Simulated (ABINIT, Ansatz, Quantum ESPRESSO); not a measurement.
GeW: 3 runs at one level of theory

```
Ge W
1.0
     0.00000    2.57761    2.57761
     2.57761    0.00000    2.57761
     2.57761    2.57761    0.00000
Ge W
1 1
Cartesian
  2.5575 2.6195 2.5465
  -0.0253 0.0183 0.0373
```

The cell comes from a database or a generator and needn't be the stable form of this composition.

Atoms were shifted at random by some hundredths of an Å from the given cell, which wasn't relaxed again for these runs.

Alike in all runs: task single point; functional PBE; k mesh 9 × 9 × 9; occupations fermi-dirac, width 0.05 eV; no spin polarisation; no spin-orbit coupling. Pressure is positive in compression and, in plane waves, holds the error of the finite cutoff, which Ansatz's Pulay term estimates and takes out.

```tsv
program and potentials	plane-wave cutoff (eV)	notes	pressure (GPa)	largest force (eV/Å)	energy over the undisturbed cell (meV/atom)
Quantum ESPRESSO, SSSP 1.3 efficiency PBE	748	-	?	?	?
Ansatz, Ansatz PAW (earlier soft set)	420	Pulay term of +0.07 GPa included	0.68	0.670	11.99
ABINIT, JTH PAW PBE v2.0	599	-	0.32	0.674	12.15
```

Estimate from the other rows what the run with Quantum ESPRESSO, SSSP 1.3 efficiency PBE gave.

Pressure 0.64 GPa; largest force 0.670 eV/Å; energy over the undisturbed cell 12.00 meV/atom. The other rows, which needn't bracket it: pressure 0.32 to 0.68; largest force 0.670 to 0.674; energy over the undisturbed cell 11.99 to 12.15.
